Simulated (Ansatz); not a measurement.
Input:

MoPd:
```xyz
2
Lattice="0.0000 2.5919 2.5919 2.5919 0.0000 2.5919 2.5919 2.5919 0.0000" Properties=species:S:1:pos:R:3 pbc="T T T"
Pd     0.0000     0.0000     0.0000
Mo     2.5919     2.5919     2.5919
```

This is the r²SCAN-relaxed structure.

Problem. All from r²SCAN in the plane-wave PAW code Ansatz, unless another level is named. Estimate the formation energy from the elements (no fitted shifts).

Solution. 1.17 eV/atom.

Problem. Next, the density of states at the Fermi level?

Solution. 1.5 states/eV per atom (mean over ±0.08 eV).

Problem. Give the gap with spin–orbit coupling.

Solution. none (metallic).

Space group Fm-3m (rock salt). The start of the workflow was typed in or built on a structure type; neither database checked (COD, Materials Project) lists it. Whether it is the stable phase at ambient conditions was not checked. The cell was relaxed with r²SCAN under the symmetry of its start. At this level the phase is mechanically unstable. The run is not spin-polarised. The volume moved by 15 % from the start of the relaxation. Its formation energy is positive at this level, so the cell may be metastable or incomplete. The references are the lowest solids computed at this level, not always the standard phases. Spin–orbit coupling is left out wherever it is not named.

Potentials: the earlier of the program's two PAW sets.
